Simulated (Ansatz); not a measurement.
# Field gradients of ZnS from run to run

Cell of run 1: a Materials Project structure (computed, not necessarily an observed phase), atoms as given.

```
Zn S
1.0
     3.80867    0.00000    0.00000
    -1.90433    3.29840    0.00000
     0.00000    0.00000   62.26385
Zn S
20 20
Direct
  0.00000 0.00000 0.40000
  0.33333 0.66667 0.44998
  0.66667 0.33333 0.20002
  0.66667 0.33333 0.65000
  0.33333 0.66667 0.70002
  0.00000 0.00000 0.60001
  0.66667 0.33333 0.94998
  0.00000 0.00000 0.10001
  0.66667 0.33333 0.35002
  0.66667 0.33333 0.05005
  0.00000 0.00000 0.90000
  0.33333 0.66667 0.55005
  0.00000 0.00000 0.25000
  0.33333 0.66667 0.85002
  0.00000 0.00000 0.75000
  0.66667 0.33333 0.50002
  0.33333 0.66667 0.15000
  0.66667 0.33333 0.80001
  0.33333 0.66667 0.30001
  0.33333 0.66667 0.00002
  0.66667 0.33333 0.23749
  0.66667 0.33333 0.83749
  0.33333 0.66667 0.88749
  0.33333 0.66667 0.33749
  0.00000 0.00000 0.78749
  0.66667 0.33333 0.08750
  0.33333 0.66667 0.48744
  0.00000 0.00000 0.28749
  0.00000 0.00000 0.13749
  0.66667 0.33333 0.68749
  0.33333 0.66667 0.03753
  0.66667 0.33333 0.98744
  0.66667 0.33333 0.53753
  0.66667 0.33333 0.38749
  0.33333 0.66667 0.73749
  0.33333 0.66667 0.18749
  0.00000 0.00000 0.63749
  0.33333 0.66667 0.58750
  0.00000 0.00000 0.93748
  0.00000 0.00000 0.43748
```

Atom numbers follow the list; atoms alike are taken as one site, whose name carries the number of the first.

All runs are DFT with Ansatz 0.2.0 (plane waves and PAW, scalar-relativistic unless spin–orbit coupling is named, Γ-centred meshes, Fermi–Dirac smearing where given) in this cell.

Run 1: PBE, atoms as given; 420 eV, 8×8×1 k-points, smearing 0.02 eV.
Run 2: r2SCAN, atoms as given; 500 eV, 8×8×1 k-points, smearing 0.02 eV.
Run 3: LDA, atoms as given; 420 eV, 8×8×1 k-points, smearing 0.02 eV.

```json
{"run": "1", "Zn16 V_zz (η)": "-0.11 (0.00)", "S27 V_zz (η)": "0.11 (0.00)", "S31 V_zz (η)": "0.20 (0.00)"}
{"run": "2", "Zn16 V_zz (η)": "?", "S27 V_zz (η)": "?", "S31 V_zz (η)": "?"}
{"run": "3", "Zn16 V_zz (η)": "-0.11 (0.00)", "S27 V_zz (η)": "0.10 (0.00)", "S31 V_zz (η)": "0.20 (0.00)"}
```

V_zz in 10²¹ V/m²; 3 of the 14 sets of like atoms are followed.

**Question.** Estimate the row of run 2.

**Answer.** Zn16: -0.099 (0.00); S27: 0.092 (0.00); S31: 0.21 (0.00). It lies nearest to run 3, from whose tensors on these sites it differs by 0.01 at most (largest principal value of the difference).

With these PAW files V_zz is typically within 2 to 3 % of all-electron values, but misses above 10 % occur on Zn.
